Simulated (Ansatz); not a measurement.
Cu:
```xyz
1
Lattice="0.0000 1.7590 1.7590 1.7590 0.0000 1.7590 1.7590 1.7590 0.0000" Properties=species:S:1:pos:R:3 pbc="T T T"
Cu     0.0000     0.0000     0.0000
```

Relaxed with LDA. Special points in fractions of this cell's reciprocal vectors: Γ (0.000, 0.000, 0.000); X (0.500, 0.000, 0.500); U (0.625, 0.250, 0.625); K (0.375, 0.375, 0.750); L (0.500, 0.500, 0.500); W (0.500, 0.250, 0.750).

### Question
List the band energies nearest the Fermi level at these points for LDA in the plane-wave PAW code Ansatz.

### Answer
In eV from the Fermi level; about four levels below and three above (degenerate sets whole), none deeper than 8.9 eV; … stands for higher levels left out; points with the same levels are listed once.

```tsv
k	below	above
Γ	-3.29 -3.29 -3.29 -2.32 -2.32	…
X	-4.88 -1.69 -1.51 -1.51	1.40 …
U	-4.48 -3.00 -2.17 -1.74	4.53 …
L	-3.32 -3.32 -1.67 -1.67 -1.25	…
W	-3.87 -3.87 -2.38 -1.51	…
```

Space group Fm-3m (fcc (Cu type)). The cell was relaxed with LDA under the symmetry of its start. The run is not spin-polarised.

Potentials: the earlier of the program's two PAW sets.
